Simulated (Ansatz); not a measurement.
# Relaxing a structure of Cu

The start is a randomly generated symmetric cell of Cu (space group No. 229). A full variable-cell relaxation at zero pressure is run with r2SCAN (plane waves to 500 eV, PAW, scalar-relativistic; Ansatz, a program for electronic structure). The first steps use a coarse 11×11×11 k-mesh.

Starting cell:
```
CELL_PARAMETERS angstrom
     -2.15788     2.15788     2.15788
      2.15788    -2.15788     2.15788
      2.15788     2.15788    -2.15788
ATOMIC_POSITIONS crystal
  Cu 0.00000 0.50000 0.50000
  Cu 0.50000 0.00000 0.50000
  Cu 0.50000 0.50000 0.00000
```

Task: What pressure does the first self-consistent step give?

Result: +20.7 GPa (positive: the cell is compressed).

Task: How much energy is released per atom?

Result: 0.13 eV/atom.

Task: How does the volume per atom move from start to end?

Result: +17.7 %, from 13.40 to 15.77 Å³/atom.

Task: How do the shortest distances between atoms change?

Result: The closest pairs of elements (up to four, under 3.6 Å), start → end: Cu–Cu 2.16 → 2.28 Å.

Task: Is the relaxed structure metallic? Give its gap.

Result: No gap (metallic).

Task: Give the final cell and atomic positions.

Result: 
Space group Im-3m (No. 229); a = b = c = 4.557 Å, α = β = γ = 90.00°

| atom | site | symmetry | x | y | z |
|---|---|---|---|---|---|
| Cu | 6b | 4/mm.m | 0.0000 | 0.0000 | 0.5000 |
(The calculation used a cell of 3 atoms; values per cell refer to that cell.)

The space group stays Im-3m (No. 229) (the run could not lower it), with 3 atoms in the primitive cell. Final values are on a 14×14×14 k-mesh of the relaxed cell. No spin polarisation in the result.

The run could not lose the symmetry of its start, so the end can be a saddle point.

All atoms sit on sites fixed by symmetry, so only the cell could relax.

The relaxed structure here is a generated cell of Cu: the first start was made by a random draw of sites in a space group, and the end was not matched to a known phase here, so it may be hypothetical. Known forms of Cu include space group No. 225.
